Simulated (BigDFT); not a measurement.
A self-consistent single point of Si(AsH2)2(H)2 (As2H6Si) with BigDFT.

Method: LDA (Teter-Pade), Daubechies wavelet basis, HGH (Krack) norm-conserving potentials made for LDA, isolated boundary conditions run with BigDFT.

SMILES: [AsH2][SiH2][AsH2]
```xyz
9

Si    -0.1512    -0.9495     0.2227
As     1.8136    -0.2394    -0.8556
As    -1.7488     0.6899     0.7492
H      0.2136    -1.6636     1.4626
H     -0.8003    -1.9709    -0.6257
H      1.1978     1.0759    -1.2450
H      2.3307     0.4055     0.4012
H     -0.7490     1.8039     0.5922
H     -2.1063     0.8482    -0.7018
```
Charge 0, spin multiplicity 1.

Reference input (self-consistent single point, DFT, LDA (Teter-Pade), Daubechies wavelet basis, HGH (Krack) norm-conserving potentials made for LDA, isolated boundary conditions): basis = Daubechies wavelets; dft.hgrids = 0.33 bohr; dft.rmult = 5 8; dft.ixc = 1; potentials = built-in HGH-K LDA; boundary_conditions = free; dft.gnrm_cv = 1e-04; dft.itermax = 80; dft.idsx = 6; dft.nrepmax = 3. This run's input differs from it in these lines:

```diff
@@ -5,4 +5,4 @@
   ixc: 1
-  gnrm_cv: 1e-04
-  itermax: 80
+  gnrm_cv: 1e-02
+  itermax: 100
   idsx: 6
```

The program printed (abridged):

```
  #------------------------------------------------------------------- Self-Consistent Cycle
 Ground State Optimization:
 - Hamiltonian Optimization: &itrp001
   - Subspace Optimization: &itrep001-01
       Wavefunctions Iterations:
 iter:  1, EKS: -1.98336344356065588E+01, gnrm:  1.56E-01, D: -9.72E-01,
 iter:  2, EKS: -2.00499946861529352E+01, gnrm:  7.76E-02, D: -2.16E-01,
 iter:  3, EKS: -2.00877369370547250E+01, gnrm:  3.31E-02, D: -3.77E-02,
 iter:  4, EKS: -2.00993796313307769E+01, gnrm:  1.70E-02, D: -1.16E-02,
 iter:  5, EKS: -2.01016314253014414E+01, gnrm:  7.56E-03, D: -2.25E-03,
       -  &FINAL001  { #----------------------------------------------------------- iter: 6
 iter:  6, EKS: -2.01021422787479835E+01, gnrm:  7.56E-03, D: -5.11E-04,  #FINAL
        #Eigenvalues and New Occupation Numbers
       Orbitals: [
 Last Iteration                        : *FINAL001
  #---------------------------------------------------------------------- Forces Calculation
 Total electronic charge               :  19.999999995974
 Electric Dipole Moment (AU):
   P vector                            :  [  2.700919E-02,  1.536031E-01, -3.224610E-02 ]
   norm(P)                             :  1.59258311E-01
 Electric Dipole Moment (Debye):
   P vector                            :  [  6.86505E-02,  3.904200E-01, -8.196141E-02 ]
   norm(P)                             :  4.04794211E-01
 BigDFT infocode                       :  0
 Clean forces norm (Ha/Bohr): {maxval:  7.433863926553E-03, fnrm2:  3.635938583781E-04}
   [... lines left out ...]
 -  {H: [-3.881542434956E-03,  4.469350443718E-03, -3.198495449640E-03]} # 0006
 -  {H: [ 1.728443202662E-03,  1.196502689242E-03,  5.920126146396E-03]} # 0007
 -  {H: [ 4.711185689750E-03,  3.491289664886E-03,  1.517450531809E-03]} # 0008
 -  {H: [-2.094129983890E-03, -6.579961258859E-04, -6.787177022576E-03]} # 0009
 Energy (Hartree)                      : -2.01021422787479835E+01
 Force Norm (Hartree/Bohr)             :  1.90681372550687046E-02
```

The run converged in 6 iterations. Against the reference run the free energy stays essentially unchanged (within 1 meV/atom) and the largest force goes from 0.411 to 0.382 eV/Å.

The grid can part forces that symmetry would make equal. This run is one point of a test of settings, so its values need not be converged; read them against the reference run alone. The geometry comes from a cheaper method or was typed, in some cases with atoms then moved at random; it is not relaxed at this level, and the species need not be a known compound. A coarse multiplier of 5 or less cuts the tails of heavy atoms' orbitals, which raises levels.

Cost on one core: very roughly 19 core-seconds.
